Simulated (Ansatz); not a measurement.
Ag:
```xyz
7
Lattice="5.3300 0.0000 0.0000 -2.6650 4.6159 0.0000 0.0000 0.0000 5.2008" Properties=species:S:1:pos:R:3 pbc="T T T"
Ag     0.0000     0.0000     1.3158
Ag     0.0000     0.0000     3.8850
Ag     0.0000     3.0773     2.6004
Ag     2.6650     1.5386     2.6004
Ag    -1.3325     2.3080     0.0000
Ag     2.6650     0.0000     0.0000
Ag     1.3325     2.3080     0.0000
```

This is the r²SCAN-relaxed structure.

Task: All from plane-wave PAW r²SCAN (Ansatz code), unless another level is named. Predict the density of states at the Fermi level.

Result: 0.27 states/eV per atom (mean over ±0.08 eV).

Task: Next, the gap with spin–orbit coupling?

Result: none (metallic).

Space group P6/mmm. The start of the workflow was typed in or built on a structure type; neither database checked (COD, Materials Project) lists it. It is not the phase usual at ambient conditions (space group No. 225). The r²SCAN relaxation kept the symmetry of its start; whether a distortion lowers the energy is not shown. The run is not spin-polarised. Scalar-relativistic: spin–orbit coupling is off unless named, which matters more the heavier the elements.

Potentials: the earlier of the program's two PAW sets.
